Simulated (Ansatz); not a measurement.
## Is this AlGa2P3 structure stable?

It was reached by relaxing an invented guess, and it needn't be the stable form of this composition.

Theory: DFT PBE, scalar-relativistic, plane waves, PAW (Ansatz). Cutoff 420 eV, Γ-centred 10×10×10 mesh (6-atom cell), Gaussian smearing of 0.02 eV, no spin polarisation.

```cif
data_structure
_symmetry_space_group_name_H-M 'I-4m2'
_symmetry_Int_Tables_number 119
_cell_length_a 3.8947
_cell_length_b 3.8947
_cell_length_c 16.5153
_cell_angle_alpha 90.000
_cell_angle_beta 90.000
_cell_angle_gamma 90.000
_cell_volume 250.51
loop_
_atom_site_label
_atom_site_type_symbol
_atom_site_symmetry_multiplicity
_atom_site_Wyckoff_symbol
_atom_site_fract_x
_atom_site_fract_y
_atom_site_fract_z
_atom_site_occupancy
Al1 Al 2 b 0.50000 0.50000 0.00000 1
Ga1 Ga 4 e 0.50000 0.50000 0.33332 1
P1 P 4 f 0.50000 0.00000 0.41704 1
P2 P 2 c 0.00000 0.50000 0.25000 1
```

Formation energies are uncorrected and refer to the elements' standard structures at the same level. The references include black phosphorus.

Task: These tests were run: energy against the elements; random kick, then relaxation without symmetry; phonons at Γ. What do they show?

Result:

```tsv
test	result
energy against the elements	−0.498 eV/atom
random kick, then relaxation without symmetry	returns
phonons at Γ	lowest optical mode 97 cm⁻¹
```

It fails none of these tests. Whether a mixture of other phases lies lower isn't tested here. Phonons away from Γ weren't computed.

The reference form of P is held partly by dispersion forces, which this level lacks. The kick test ran on a coarse mesh. The run for the phonons used a 10×10×10 k mesh.
